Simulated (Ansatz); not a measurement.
## Orbital-resolved density of states of BiMo

```yaml
crystal:
  lattice:
    - [0.00000, 3.15776, 3.15776]
    - [3.15776, 0.00000, 3.15776]
    - [3.15776, 3.15776, 0.00000]
  atoms:
    - { symbol: Mo, position: [0.00000, 0.00000, 0.00000] }
    - { symbol: Bi, position: [0.25000, 0.25000, 0.25000] }
```

Atoms are numbered in the order listed.

The cell was built from the zincblende type and relaxed in the same program, and has space group F-43m; it needn't be a known or the stable phase.

Spin polarisation is left out, and whether a magnetic state lies lower isn't shown here.

Spin–orbit coupling is left out, though it moves levels of the heavy atoms by tenths of an eV or more.

Computed with DFT, PBE, all-electron LAPW, scalar-relativistic in Ansatz 0.2.0.

Numerical set-up: a Γ-centred 11×11×11 k mesh, Fermi–Dirac smearing of 0.08 eV, basis error target 0.5 meV/atom, no spin polarisation.

States per eV for one atom of each kind, in 0.4 eV bins named by their centres, from the Fermi level, projected on a minimal set of Löwdin-orthogonalised atomic shells; orbitals are real harmonics on the Cartesian axes, equal curves share a column, and empty bins are left out, as is all above 6.6 eV, near the top of the computed bands.

Mo1 4d:

```
# E all dz2=dx2-y2 dxz=dyz=dxy
-11.1 0.01 0.00 0.00
-10.7 0.13 0.00 0.04
-10.3 0.26 0.00 0.09
-3.5 0.32 0.11 0.04
-3.1 0.82 0.16 0.17
-2.7 0.29 0.05 0.06
-2.3 2.18 0.23 0.57
-1.9 1.86 0.20 0.48
-1.5 0.54 0.04 0.15
-0.7 1.02 0.09 0.28
-0.3 3.65 1.14 0.46
0.1 5.31 1.84 0.54
0.5 1.87 0.42 0.35
0.9 1.03 0.08 0.29
1.3 1.06 0.10 0.29
1.7 1.01 0.13 0.25
2.1 0.95 0.13 0.23
2.5 0.76 0.08 0.20
2.9 0.50 0.05 0.13
3.3 0.29 0.02 0.08
3.7 0.17 0.01 0.05
4.1 0.09 0.00 0.03
4.5 0.07 0.00 0.02
4.9 0.12 0.01 0.03
5.3 0.06 0.00 0.02
5.7 0.05 0.00 0.01
6.1 0.02 0.00 0.00
6.5 0.03 0.01 0.00
```

Bi2 6p:

```
# E all pz=px=py
-10.7 0.02 0.01
-10.3 0.01 0.00
-3.5 0.82 0.27
-3.1 2.08 0.69
-2.7 0.45 0.15
-2.3 2.00 0.67
-1.9 1.72 0.57
-1.5 0.88 0.29
-0.7 0.07 0.02
-0.3 0.08 0.03
0.1 0.08 0.03
0.5 0.29 0.10
0.9 0.27 0.09
1.3 0.44 0.15
1.7 0.61 0.20
2.1 0.74 0.25
2.5 0.72 0.24
2.9 0.62 0.21
3.3 0.39 0.13
3.7 0.26 0.09
4.1 0.16 0.05
4.5 0.16 0.05
4.9 0.29 0.10
5.3 0.11 0.04
5.7 0.07 0.02
6.1 0.04 0.01
6.5 0.11 0.04
```

Mo1 5s:

```
# E all
-11.1 0.11
-10.7 0.29
-10.3 0.11
-3.5 0.17
-3.1 0.39
-2.7 0.07
-2.3 0.11
-1.9 0.03
-1.5 0.01
-0.7 0.01
-0.3 0.03
0.1 0.08
0.5 0.14
0.9 0.04
1.3 0.03
1.7 0.03
2.1 0.03
2.5 0.11
2.9 0.03
3.3 0.03
3.7 0.03
4.1 0.03
4.5 0.15
4.9 0.35
5.3 0.36
5.7 0.22
6.1 0.08
6.5 0.14
```

Bi2 6s:

```
# E all
-11.1 0.26
-10.7 1.52
-10.3 2.24
-3.5 0.01
-3.1 0.04
-2.7 0.01
-0.7 0.02
-0.3 0.01
0.1 0.01
0.5 0.06
0.9 0.08
1.3 0.08
1.7 0.07
2.1 0.07
2.5 0.11
2.9 0.03
3.3 0.02
3.7 0.01
4.1 0.01
4.5 0.03
4.9 0.06
5.3 0.07
5.7 0.04
6.1 0.01
6.5 0.01
```
